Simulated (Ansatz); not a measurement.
MoS2:
```cif
data_MoS2
_chemical_formula_sum 'Mo1 S2'
_space_group_name_H-M_alt 'P 1'
_space_group_IT_number 1
_cell_length_a 6.48832
_cell_length_b 6.48832
_cell_length_c 6.48832
_cell_angle_alpha 28.336
_cell_angle_beta 28.336
_cell_angle_gamma 28.336
loop_
_space_group_symop_operation_xyz
  'x, y, z'
loop_
_atom_site_label
_atom_site_type_symbol
_atom_site_fract_x
_atom_site_fract_y
_atom_site_fract_z
_atom_site_occupancy
Mo1 Mo 0.99977 0.99977 0.99977 1
S1 S 0.41626 0.41626 0.41626 1
S2 S 0.24999 0.24999 0.24999 1
```

This is the r²SCAN+D4-relaxed structure.

All from r²SCAN+D4 in the plane-wave PAW code Ansatz, unless another level is named. Give the Bader charges.

Mo +1.31, S -0.66 e.

What about the static dielectric constant ε0 (ions relaxed, cell fixed)?

14.9 (xx = yy), 5.80 (zz).

Predict the Born charges (a third of the trace).

Mo -0.74, S +0.35 to +0.39 e.

Next, the electronic dielectric constant ε∞ (DFPT)?

14.7 (xx = yy), 5.77 (zz).

Space group R3m. Symmetry was held in the r²SCAN+D4 relaxation. No spin polarisation was allowed. Scalar-relativistic: spin–orbit coupling is off unless named, which matters more the heavier the elements.

Potentials: the earlier of the program's two PAW sets.
